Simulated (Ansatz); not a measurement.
Input for Ansatz (plane-wave DFT, PAW):

```yaml
crystal:
  lattice:
    - [3.29, 0.0, 0.0]
    - [-1.645, 2.8492235785, 0.0]
    - [0.0, 0.0, 12.97]
  atoms:
    - { symbol: W, position: [0.3333333333, 0.6666666667, 0.25] }
    - { symbol: W, position: [0.6666666667, 0.3333333333, 0.75] }
    - { symbol: Se, position: [0.3333333333, 0.6666666667, 0.621] }
    - { symbol: Se, position: [0.6666666667, 0.3333333333, 0.121] }
    - { symbol: Se, position: [0.3333333333, 0.6666666667, 0.879] }
    - { symbol: Se, position: [0.6666666667, 0.3333333333, 0.379] }
basis:
  ecutwfc: 420
kpoints:
  mp_grid: { grid: [12, 12, 2] }
hamiltonian:
  xc: pbe
  dispersion: d3bj
scf:
  occupations: { method: gaussian, width: 0.02 }
output:
  forces: true
  stress: true
  eigenvalues: true
  write_density: true
  write_potential: true
  elf: true
  volumetric_format: npy
relax:
  adjacent_minimum: "off"
  f_tol: 0.005
  max_steps: 80
  cell: { stress_tol: 0.05 }
```

Run as
```bash
ansatz run input.yaml --threads 2 --pin off --max-ram 5120MiB --backend cpu --events-out ev --progress --plain --runs-dir out
```

Theory: Ansatz, DFT PBE+D3(BJ), scalar-relativistic, plane waves, PAW.

From the run's log, abridged:

```
Pseudopotentials: kind: paw
Pseudopotential: W, paw, valence charge 14, recommended cutoff 420 eV (normal)
Pseudopotential: Se, paw, valence charge 16, recommended cutoff 420 eV (normal)
Functional definition: PBE
Crystal: 6 atoms, lattice volume = 121.580 Å³
Basis set: ecut = 420 eV, 2419 PW (Γ), exchange–correlation on 48×48×180 points (8 copies of the dense FFT grid, shifted against one another)
Bands: 56, of which v1, the nominal top of the filled ones, is band 46 counted from 1 (45 counted from 0)
Symmetry: 24 space group operations
Space group: P63/mmc (ITA 194), of the structure as read, at distance tolerance 5.0e-5 Å
k-points: 38 of 288
Initial density: superposition of atomic densities (neutral atoms: chi_scale 0, normalization atom), corrected by the library's trained network
Initial wavefunctions: pseudopotential atomic-orbital guess
Functional: x = pbe(κ = 0.804, μ = 0.21951497), c = pbe(β = 0.06672455)
SCF iter   1: F=—  HF=-42651.987806 eV  |F-HF|=—  |Δ(HF+E_count)|=         —  Δρ=4.32e-3  dr2=5.50e-3  ethr=1.77e-3  ⟨swp⟩=6.5  Hψ=7749  notcnv=0  defer=1
SCF iter   2: F=—  HF=-42651.996531 eV  |F-HF|=—  |Δ(HF+E_count)|=   8.72e-3  Δρ=2.51e-3  dr2=1.82e-3  ethr=5.97e-6  ⟨swp⟩=2.1  Hψ=3826  notcnv=0  defer=95
SCF iter   3: F=—  HF=-42652.000843 eV  |F-HF|=—  |Δ(HF+E_count)|=   4.31e-3  Δρ=4.49e-4  dr2=5.74e-4  ethr=1.97e-6  ⟨swp⟩=2.0  Hψ=3022  notcnv=0  defer=95
SCF iter   4: F=—  HF=-42652.000776 eV  |F-HF|=—  |Δ(HF+E_count)|=   6.68e-5  Δρ=8.68e-5  dr2=4.79e-6  ethr=6.24e-7  ⟨swp⟩=2.7  Hψ=3646  notcnv=0  defer=95
SCF iter   5: F=—  HF=-42652.000759 eV  |F-HF|=—  |Δ(HF+E_count)|=   1.68e-5  Δρ=3.44e-5  dr2=7.33e-7  ethr=5.20e-9  ⟨swp⟩=2.7  Hψ=3721  notcnv=0  defer=95
SCF iter   6: F=-42652.000762 eV  HF=-42652.000762 eV  |F-HF|=3.32e-8  |Δ(HF+E_count)|=   2.27e-6  Δρ=6.10e-6  dr2=6.14e-8  ethr=1.09e-10  ⟨swp⟩=11.4  Hψ=14991  notcnv=0
SCF 1 converged in 6 iterations: F = -42652.000762 eV  dr2 = 6.14e-8
relax step   1: F+E_penalty+E_count = -42652.00076173 eV  Δ(F+E_penalty+E_count) = +0.000e0 eV  max|allowed force component| = 1.738e-1 eV/Å  Δτ_max = 0.0000 Å  P = -0.087 GPa  Ω = 121.580 Å³  (6 SCF iters, dr2 threshold 1.00e-7 eV, accepted)
Crystal: 6 atoms, lattice volume = 114.088 Å³
Basis set: ecut = 420 eV, 2287 PW (Γ), exchange–correlation on 48×48×180 points (8 copies of the dense FFT grid, shifted against one another)
Initial density: handed on by an earlier stage of this run
Initial wavefunctions: those handed on with the density
SCF iter   1: F=—  HF=-42651.963218 eV  |F-HF|=—  |Δ(HF+E_count)|=         —  Δρ=6.64e-3  dr2=9.42e-2  ethr=1.03e-4  ⟨swp⟩=2.5  Hψ=9187  notcnv=0
SCF iter   2: F=—  HF=-42651.948386 eV  |F-HF|=—  |Δ(HF+E_count)|=   1.48e-2  Δρ=3.79e-3  dr2=1.59e-2  ethr=1.02e-4  ⟨swp⟩=2.0  Hψ=2771  notcnv=0
SCF iter   3: F=—  HF=-42651.945510 eV  |F-HF|=—  |Δ(HF+E_count)|=   2.88e-3  Δρ=1.40e-3  dr2=5.27e-3  ethr=1.73e-5  ⟨swp⟩=2.3  Hψ=3310  notcnv=0
SCF iter   4: F=—  HF=-42651.945028 eV  |F-HF|=—  |Δ(HF+E_count)|=   4.82e-4  Δρ=5.15e-4  dr2=3.30e-4  ethr=5.73e-6  ⟨swp⟩=2.4  Hψ=3455  notcnv=0
SCF iter   5: F=—  HF=-42651.945094 eV  |F-HF|=—  |Δ(HF+E_count)|=   6.58e-5  Δρ=1.14e-4  dr2=2.46e-5  ethr=3.59e-7  ⟨swp⟩=2.2  Hψ=3745  notcnv=0
SCF iter   6: F=—  HF=-42651.945094 eV  |F-HF|=—  |Δ(HF+E_count)|=   4.72e-7  Δρ=6.46e-5  dr2=6.69e-6  ethr=2.67e-8  ⟨swp⟩=2.0  Hψ=3800  notcnv=0
SCF iter   7: F=-42651.945102 eV  HF=-42651.945102 eV  |F-HF|=3.00e-7  |Δ(HF+E_count)|=   7.18e-6  Δρ=1.24e-5  dr2=2.03e-7  ethr=6.52e-10  ⟨swp⟩=8.1  Hψ=14698  notcnv=0
SCF 2 converged in 7 iterations: F = -42651.945102 eV  dr2 = 2.03e-7
relax step   2: F+E_penalty+E_count = -42651.94510183 eV  Δ(F+E_penalty+E_count) = +5.566e-2 eV  max|allowed force component| = 4.515e-1 eV/Å  Δτ_max = 0.0993 Å  P = +0.938 GPa  Ω = 114.088 Å³  energy of the carried Pulay correction = +1.416e-3 eV  (7 SCF iters, dr2 threshold 6.00e-7 eV, rejected (line search))
Crystal: 6 atoms, lattice volume = 119.506 Å³
Basis set: ecut = 420 eV, 2347 PW (Γ), exchange–correlation on 48×48×180 points (8 copies of the dense FFT grid, shifted against one another)
SCF iter   1: F=—  HF=-42652.021535 eV  |F-HF|=—  |Δ(HF+E_count)|=         —  Δρ=4.71e-3  dr2=5.38e-2  ethr=5.89e-5  ⟨swp⟩=2.5  Hψ=9160  notcnv=0
SCF iter   2: F=—  HF=-42652.013130 eV  |F-HF|=—  |Δ(HF+E_count)|=   8.41e-3  Δρ=2.66e-3  dr2=9.01e-3  ethr=5.85e-5  ⟨swp⟩=2.0  Hψ=2811  notcnv=0
SCF iter   3: F=—  HF=-42652.011679 eV  |F-HF|=—  |Δ(HF+E_count)|=   1.45e-3  Δρ=9.91e-4  dr2=2.91e-3  ethr=9.80e-6  ⟨swp⟩=2.1  Hψ=3121  notcnv=0
SCF iter   4: F=—  HF=-42652.011478 eV  |F-HF|=—  |Δ(HF+E_count)|=   2.00e-4  Δρ=3.78e-4  dr2=2.10e-4  ethr=3.16e-6  ⟨swp⟩=2.6  Hψ=3662  notcnv=0
SCF iter   5: F=—  HF=-42652.011546 eV  |F-HF|=—  |Δ(HF+E_count)|=   6.77e-5  Δρ=9.48e-5  dr2=1.86e-5  ethr=2.28e-7  ⟨swp⟩=2.0  Hψ=3696  notcnv=0
SCF iter   6: F=—  HF=-42652.011566 eV  |F-HF|=—  |Δ(HF+E_count)|=   2.00e-5  Δρ=5.16e-5  dr2=4.62e-6  ethr=2.02e-8  ⟨swp⟩=2.0  Hψ=3799  notcnv=0
SCF iter   7: F=—  HF=-42652.011573 eV  |F-HF|=—  |Δ(HF+E_count)|=   6.82e-6  Δρ=9.64e-6  dr2=1.33e-7  ethr=5.02e-9  ⟨swp⟩=2.0  Hψ=2812  notcnv=0
SCF iter   8: F=—  HF=-42652.011573 eV  |F-HF|=—  |Δ(HF+E_count)|=   2.72e-7  Δρ=2.70e-6  dr2=1.12e-8  ethr=1.44e-10  ⟨swp⟩=2.0  Hψ=3800  notcnv=0
SCF iter   9: F=—  HF=-42652.011573 eV  |F-HF|=—  |Δ(HF+E_count)|=   2.06e-8  Δρ=5.77e-7  dr2=4.72e-10  ethr=1.21e-11  ⟨swp⟩=2.1  Hψ=2809  notcnv=0
SCF iter  10: F=-42652.011573 eV  HF=-42652.011573 eV  |F-HF|=0.00e0  |Δ(HF+E_count)|=  6.84e-10  Δρ=1.22e-7  dr2=2.20e-11  ethr=1.00e-12  ⟨swp⟩=6.9  Hψ=9966  notcnv=0
SCF 3 converged in 10 iterations: F = -42652.011573 eV  dr2 = 2.20e-11
relax step   3: F+E_penalty+E_count = -42652.01157325 eV  Δ(F+E_penalty+E_count) = -1.081e-2 eV  max|allowed force component| = 8.901e-3 eV/Å  Δτ_max = 0.0306 Å  P = -0.176 GPa  Ω = 119.506 Å³  energy of the carried Pulay correction = +3.831e-4 eV  (10 SCF iters, accepted)
Crystal: 6 atoms, lattice volume = 119.108 Å³
SCF iter   1: F=—  HF=-42652.011916 eV  |F-HF|=—  |Δ(HF+E_count)|=         —  Δρ=3.42e-4  dr2=1.92e-4  ethr=2.11e-7  ⟨swp⟩=2.9  Hψ=9137  notcnv=0
SCF iter   2: F=—  HF=-42652.011908 eV  |F-HF|=—  |Δ(HF+E_count)|=   7.65e-6  Δρ=1.91e-4  dr2=3.70e-5  ethr=2.09e-7  ⟨swp⟩=2.0  Hψ=2374  notcnv=0
SCF iter   3: F=—  HF=-42652.011904 eV  |F-HF|=—  |Δ(HF+E_count)|=   4.13e-6  Δρ=6.70e-5  dr2=1.15e-5  ethr=4.03e-8  ⟨swp⟩=2.2  Hψ=2953  notcnv=0
SCF iter   4: F=—  HF=-42652.011904 eV  |F-HF|=—  |Δ(HF+E_count)|=   2.76e-7  Δρ=2.60e-5  dr2=9.94e-7  ethr=1.25e-8  ⟨swp⟩=2.6  Hψ=3372  notcnv=0
SCF iter   5: F=-42652.011904 eV  HF=-42652.011904 eV  |F-HF|=2.06e-8  |Δ(HF+E_count)|=   4.74e-7  Δρ=6.45e-6  dr2=1.05e-7  ethr=2.13e-10  ⟨swp⟩=9.9  Hψ=16804  notcnv=0
SCF 4 converged in 5 iterations: F = -42652.011904 eV  dr2 = 1.05e-7
  Residual-converged pass: ⟨swp⟩=1.0  Hψ=2281  notcnv=0  max |occ|·‖R‖ = 7.1e-9 eV (tolerance 1.0e-8 eV) dr2=1.05e-7  dr2_onsite=1.15e-7  max |Δocc| = 4.6e-229
relax step   4: F+E_penalty+E_count = -42652.01190415 eV  Δ(F+E_penalty+E_count) = -3.309e-4 eV  max|allowed force component| = 9.682e-3 eV/Å  Δτ_max = 0.0047 Å  P = -0.056 GPa  Ω = 119.108 Å³  energy of the carried Pulay correction = +4.574e-4 eV  (5 SCF iters, dr2 threshold 1.96e-7 eV, accepted)
Crystal: 6 atoms, lattice volume = 119.081 Å³
SCF iter   1: F=—  HF=-42652.011899 eV  |F-HF|=—  |Δ(HF+E_count)|=         —  Δρ=3.28e-5  dr2=3.84e-6  ethr=4.20e-9  ⟨swp⟩=2.3  Hψ=8164  notcnv=0
SCF iter   2: F=—  HF=-42652.011920 eV  |F-HF|=—  |Δ(HF+E_count)|=   2.16e-5  Δρ=1.45e-5  dr2=3.12e-7  ethr=4.17e-9  ⟨swp⟩=2.0  Hψ=2382  notcnv=0
SCF iter   3: F=—  HF=-42652.011920 eV  |F-HF|=—  |Δ(HF+E_count)|=   8.62e-9  Δρ=8.26e-6  dr2=1.37e-7  ethr=3.39e-10  ⟨swp⟩=2.6  Hψ=3567  notcnv=0
SCF iter   4: F=-42652.011920 eV  HF=-42652.011920 eV  |F-HF|=9.39e-10  |Δ(HF+E_count)|=   3.17e-8  Δρ=2.04e-6  dr2=6.91e-9  ethr=2.18e-11  ⟨swp⟩=6.2  Hψ=13430  notcnv=0
SCF 5 converged in 4 iterations: F = -42652.011920 eV  dr2 = 6.91e-9
relax step   5: F+E_penalty+E_count = -42652.01192012 eV  Δ(F+E_penalty+E_count) = -1.597e-5 eV  max|allowed force component| = 1.717e-3 eV/Å  Δτ_max = 0.0002 Å  P = -0.008 GPa  Ω = 119.081 Å³  energy of the carried Pulay correction = +4.624e-4 eV  (4 SCF iters, dr2 threshold 2.00e-8 eV, accepted)
Initial wavefunctions: pseudopotential atomic-orbital guess (no wavefunctions were taken with the density)
SCF iter   1: F=—  HF=-42652.011437 eV  |F-HF|=—  |Δ(HF+E_count)|=         —  Δρ=3.56e-5  dr2=2.25e-7  ethr=4.22e-8  ⟨swp⟩=3.8  Hψ=13392  notcnv=0
SCF iter   2: F=—  HF=-42652.011458 eV  |F-HF|=—  |Δ(HF+E_count)|=   2.06e-5  Δρ=1.88e-5  dr2=7.34e-8  ethr=2.44e-10  ⟨swp⟩=2.0  Hψ=3863  notcnv=0
SCF iter   3: F=—  HF=-42652.011458 eV  |F-HF|=—  |Δ(HF+E_count)|=   3.37e-8  Δρ=5.38e-6  dr2=1.14e-8  ethr=7.98e-11  ⟨swp⟩=2.0  Hψ=3850  notcnv=0
SCF iter   4: F=—  HF=-42652.011458 eV  |F-HF|=—  |Δ(HF+E_count)|=   2.30e-9  Δρ=1.18e-6  dr2=1.36e-9  ethr=1.23e-11  ⟨swp⟩=2.8  Hψ=3596  notcnv=0
SCF iter   5: F=—  HF=-42652.011458 eV  |F-HF|=—  |Δ(HF+E_count)|=  5.09e-10  Δρ=3.68e-7  dr2=1.87e-10  ethr=1.48e-12  ⟨swp⟩=2.0  Hψ=2610  notcnv=0
SCF iter   6: F=-42652.011458 eV  HF=-42652.011458 eV  |F-HF|=2.18e-11  |Δ(HF+E_count)|=  2.69e-10  Δρ=9.45e-8  dr2=1.57e-11  ethr=1.00e-12  ⟨swp⟩=6.1  Hψ=9480  notcnv=0
SCF 6 converged in 6 iterations: F = -42652.011458 eV  dr2 = 1.57e-11
SCF converged after 6 iterations
Free energy (F): -42652.011458 eV
Harris-Foulkes:  -42652.011458 eV  (|F-HF|=2.18e-11)
Internal energy: -42652.011458 eV  (E = F + TS)
E sigma→0 (E₀):  -42652.011458 eV
Fermi energy:    13.795922 eV
--- Per-component energies (eV) ---
  E_band       = -1649.037115
  E_kinetic    = 1379.903270
  E_local      = -11078.102458  (includes V_loc(G=0)·N_el)
  E_nonlocal   = -2379.683072
  E_hartree    = 5339.483316
  E_xc         = -953.508899
  E_vxc        = -874.204589  (∫ρ·V_xc dr)
  E_paw        = -24771.118830  (= ΣΔE_a)
  E_vpaw       = 624.085842  (= ΣTr[D̂ρ^β])
  E_aug_tail   = -0.002511  (compensation charges beyond the density's cutoff)
  E_ewald      = -10186.128667
  E_disp       = -2.853607  (pairwise vdW)
  E_smearing   =  0.000000  (= −TS)
--- Forces (eV/Å), atoms counted from 1 ---
  atom   1  W      0.00000000     0.00000000     0.00000000
  atom   2  W      0.00000000     0.00000000     0.00000000
  atom   3  Se     0.00000000     0.00000000     0.00163987
  atom   4  Se     0.00000000     0.00000000     0.00163987
  atom   5  Se     0.00000000     0.00000000    -0.00163987
  atom   6  Se     0.00000000     0.00000000    -0.00163987
--- Stress (GPa, compression-positive) ---
       -0.005509       0.000000       0.000000
        0.000000      -0.005509       0.000000
        0.000000       0.000000      -0.013635
  P = ⅓ Tr σ = -0.0082 GPa (-0.082 kbar)
--- Band table (eV; the first three rows and the last of 38) ---
  k-point 0: bands = ["-60.9109", "-60.9109", "-34.5235", "-34.5235", "-34.5234", "-34.5234", "-34.5230", "-34.5230", "-34.5229", "-34.5229", "-34.4965", "-34.4965", "-34.4960", "-34.4960", "-34.4954", "-34.4954", "-34.4950", "-34.4950", "-34.4854", "-34.4850", "-34.4834", "-34.4830", "-25.2040", "-25.2039", "-25.0619", "-25.0619", "-25.0619", "-25.0619", "-2.0031", "-1.6851", "-0.8735", "-0.3524", "6.0838", "7.3564", "9.5552", "10.7148", "10.7148", "10.7371", "10.7371", "11.8241", "11.8241", "11.8950", "11.8950", "12.1530", "12.3884", "13.3488", "15.9815", "15.9815", "16.0294", "16.0294", "16.0466", "16.0466", "16.2896", "16.2896", "17.9129", "18.5935"]
  k-point 1: bands = ["-60.9109", "-60.9109", "-34.5235", "-34.5235", "-34.5235", "-34.5235", "-34.5229", "-34.5229", "-34.5229", "-34.5229", "-34.4963", "-34.4963", "-34.4963", "-34.4963", "-34.4951", "-34.4951", "-34.4951", "-34.4951", "-34.4852", "-34.4852", "-34.4832", "-34.4832", "-25.2040", "-25.2040", "-25.0619", "-25.0619", "-25.0619", "-25.0619", "-1.8736", "-1.8736", "-0.5872", "-0.5872", "6.6018", "6.6018", "10.6878", "10.6878", "10.7257", "10.7257", "10.7257", "10.7257", "11.8595", "11.8595", "11.8595", "11.8595", "13.1442", "13.1442", "15.9808", "15.9808", "15.9808", "15.9808", "16.1921", "16.1921", "16.1921", "16.1921", "18.2857", "18.2857"]
  k-point 2: bands = ["-60.9102", "-60.9102", "-34.5235", "-34.5234", "-34.5232", "-34.5231", "-34.5230", "-34.5229", "-34.5227", "-34.5226", "-34.4966", "-34.4966", "-34.4961", "-34.4961", "-34.4956", "-34.4954", "-34.4951", "-34.4950", "-34.4853", "-34.4849", "-34.4832", "-34.4829", "-25.2006", "-25.2006", "-25.0783", "-25.0783", "-25.0657", "-25.0657", "-1.8966", "-1.5796", "-0.8125", "-0.3040", "6.2213", "7.4923", "9.4643", "10.3861", "10.4235", "10.8128", "10.8443", "11.3472", "11.6385", "11.7179", "11.8182", "12.1839", "12.5406", "13.1637", "15.7484", "15.7986", "15.8423", "15.8758", "15.8839", "16.1341", "16.1704", "16.2559", "18.5318", "19.1049"]
  k-point 37: bands = ["-60.8987", "-60.8987", "-34.5217", "-34.5217", "-34.5204", "-34.5204", "-34.5203", "-34.5203", "-34.5201", "-34.5201", "-34.4983", "-34.4983", "-34.4974", "-34.4974", "-34.4964", "-34.4964", "-34.4963", "-34.4963", "-34.4829", "-34.4829", "-34.4806", "-34.4806", "-25.2428", "-25.2428", "-25.2162", "-25.2162", "-25.1473", "-25.1473", "0.5008", "0.5008", "0.5817", "0.5817", "7.5560", "7.5560", "7.6574", "7.6574", "8.6098", "8.6098", "8.9093", "8.9093", "9.9440", "9.9440", "10.5512", "10.5512", "12.9873", "12.9873", "14.7256", "14.7256", "15.6990", "15.6990", "16.5250", "16.5250", "17.6828", "17.6828", "19.5832", "19.5832"]
--- Relaxed structure (5 steps of the walk, 4 accepted, 1 SCFs on fresh bases) ---
  F+E_penalty+E_count = -42652.01145766 eV   max|allowed force component| = 1.640e-3 eV/Å   (the final SCF, on the basis selected at the relaxed cell)
  cell:  # Å, volume = 119.0815 Å³
    - [3.27902751, 0.0, 0.0]
    - [-1.63951375, 2.83972112, 0.0]
    - [0.0, 0.0, 12.78861134]
  atoms:
    - { symbol: W, position: [0.33333333, 0.66666666, 0.25] }
    - { symbol: W, position: [0.66666666, 0.33333333, 0.75] }
    - { symbol: Se, position: [0.33333333, 0.66666666, 0.61829122] }
    - { symbol: Se, position: [0.66666666, 0.33333333, 0.11829122] }
    - { symbol: Se, position: [0.33333333, 0.66666666, 0.88170877] }
    - { symbol: Se, position: [0.66666666, 0.33333333, 0.38170877] }
```

The relaxation met its thresholds.

It took 35 s on 2 threads of Intel(R) Xeon(R) Platinum 8488C (Sapphire Rapids) (shared host), peak memory 0.62 GiB.

Spin–orbit coupling is left out, which can shift energies with elements as heavy as these.